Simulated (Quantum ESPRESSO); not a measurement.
```
SnSe
1.0
    4.22100     0.00000     0.00000
    0.00000     4.22630     0.00000
    0.00000     0.00000    16.10000
Se Sn
2 2
Cartesian
  3.98410   0.00000  -1.35113
  1.87360   2.11315   1.35113
  3.97557   0.00000   1.33768
  1.86507   2.11315  -1.33768
```

The layer was cut from Materials Project entry mp-691 and relaxed with PBEsol in a cell 16.1 Å high, with the Coulomb interaction truncated along z.

Q: What does PBEsol (Quantum ESPRESSO, PseudoDojo norm-conserving, 86 Ry, without SOC) give for the electronic structure near the Fermi level?

A: The PBEsol gap is direct, 0.60 eV at 83 % of the way from Γ to X. The valence-band maximum lies 4.11 eV below the vacuum level. Spin-orbit splittings are left out.

This is a model layer cut from the bulk structure; whether it is stable on its own was not checked.

Letters of k points follow the standard setting of the lattice, whose axes may be ordered differently from the printed cell.
